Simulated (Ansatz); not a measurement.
A distorted cell of ZnCu₂SnSe₄ (space group I-42m):

```
CELL_PARAMETERS angstrom
     -2.98917     2.98917     5.99765
      2.98917    -2.98917     5.99765
      2.98917     2.98917    -5.99765
ATOMIC_POSITIONS crystal
  Zn 0.00000 0.00000 0.00000
  Cu 0.75000 0.25000 0.50000
  Cu 0.25000 0.75000 0.50000
  Sn 0.50000 0.50000 0.00000
  Se 0.62314 0.62314 0.51117
  Se 0.37686 0.88803 0.00000
  Se 0.11197 0.11197 0.48883
  Se 0.88803 0.37686 0.00000
```

The numbers are results of r2SCAN (plane waves to 500 eV, PAW, scalar-relativistic; Ansatz, a program for electronic structure), not measurements. k mesh 8×8×8 (Γ-centred), Fermi-Dirac smearing 0.05 eV. E stands for the smeared free energy. Stress and pressure are positive under compression. At this level the bands of ZnCu2SnSe4 touch or barely overlap. ZnCu2SnSe4 is run without spin polarisation. ZnCu2SnSe4 was relaxed with its symmetry unable to fall.

Give the stress tensor in GPa and the pressure.


```
   -6.7      0.0      0.0
    0.0     -6.7      0.0
    0.0      0.0     -6.7
```
The pressure, a third of the trace, is -6.7 GPa.

It is the relaxed cell scaled evenly to V/V₀ = 1.160, atoms relaxed where free. What is its energy relative to the relaxed cell?

89 meV/atom.

(A scan under strain: stresses follow from slopes of the energy per volume, elastic moduli from its curvatures.)
